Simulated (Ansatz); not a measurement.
SrO (rock salt)

```yaml
crystal:
  lattice:
    - [0.00000, 2.56110, 2.56110]
    - [2.56110, 0.00000, 2.56110]
    - [2.56110, 2.56110, 0.00000]
  atoms:
    - { symbol: O, position: [0.00000, 0.00000, 0.00000] }
    - { symbol: Sr, position: [0.50000, 0.50000, 0.50000] }
```

The slice is a {110} plane (indices of the conventional cell) through the point (0.500, 0.500, 0.500) (fractional), spanned by u = [100] and v = [1 -1 -1] in vectors of this cell: u (3.62 Å) and v (5.12 Å, at 90° to u). It covers one period; positions are fractions (u, v).

Level of theory: PBEsol (plane waves to 420 eV, PAW, scalar-relativistic; Ansatz, an electronic-structure program). k mesh 11×11×11. These are valence fields of a PAW run, semicore shells included where kept as valence: close to a nucleus they are smooth pseudo fields. SrO was relaxed with its symmetry unable to fall.

Three fields on this plane, each scaled to ten steps between its own extremes (0 low, 9 high; the total valence density on a logarithmic scale, the potential cut 8 eV below its top; x marks points blanked near nuclei; v = 0 in the bottom row):

Map A
```
|xxxxx95322359xxxx|
|xxxxx84211248xxxx|
|xxxx9631111369xxx|
|xxx974210012479xx|
|99864210000124689|
|77653210000123567|
|88764310000134678|
|xxx864210012468xx|
|xxxx8532112358xxx|
|xxxxx74222247xxxx|
|xxxxx75322357xxxx|
|xxxxx85322358xxxx|
|xxxxx75322357xxxx|
|xxxxx74222247xxxx|
|xxxx8532112358xxx|
|xxx864210012468xx|
|88764310000134678|
|77653210000123567|
|99864210000124689|
|xxx974210012479xx|
|xxxx9631111369xxx|
|xxxxx84211248xxxx|
|xxxxx95322359xxxx|
|xxxxx96322369xxxx|
```

Map B
```
|xxxxx81000018xxxx|
|xxxxx61000016xxxx|
|xxxx9300000039xxx|
|xxx841000000149xx|
|65420000000000245|
|11000000000000001|
|44332100000012334|
|xxx874100001478xx|
|xxxx9620000269xxx|
|xxxxx83000038xxxx|
|xxxxx94100149xxxx|
|xxxxx94100149xxxx|
|xxxxx94100149xxxx|
|xxxxx83000038xxxx|
|xxxx9620000269xxx|
|xxx874100001478xx|
|44332100000012334|
|11000000000000001|
|65420000000000245|
|xxx941000000148xx|
|xxxx9300000039xxx|
|xxxxx61000016xxxx|
|xxxxx81000018xxxx|
|xxxxx91000019xxxx|
```

Map C
```
|xxxxx02577520xxxx|
|xxxxx03677630xxxx|
|xxxx0146776410xxx|
|xxx003577775300xx|
|00014567777654100|
|34456777777776554|
|77888888778888887|
|xxx999887788999xx|
|xxxx9988778899xxx|
|xxxxx99877889xxxx|
|xxxxx98877789xxxx|
|xxxxx98877889xxxx|
|xxxxx98777889xxxx|
|xxxxx98877899xxxx|
|xxxx9988778899xxx|
|xxx999887788999xx|
|77888888778888887|
|34556777777776544|
|00014567777654100|
|xxx003577775300xx|
|xxxx0146776410xxx|
|xxxxx03677630xxxx|
|xxxxx02577520xxxx|
|xxxxx02577520xxxx|
```

Q: Assign the maps to these fields: electron localisation function (ELF); valence electron density; electrostatic potential energy of an electron, from the cell's mean.

A: A is the valence electron density; B is the electron localisation function (ELF); C is the electrostatic potential energy of an electron, from the cell's mean.
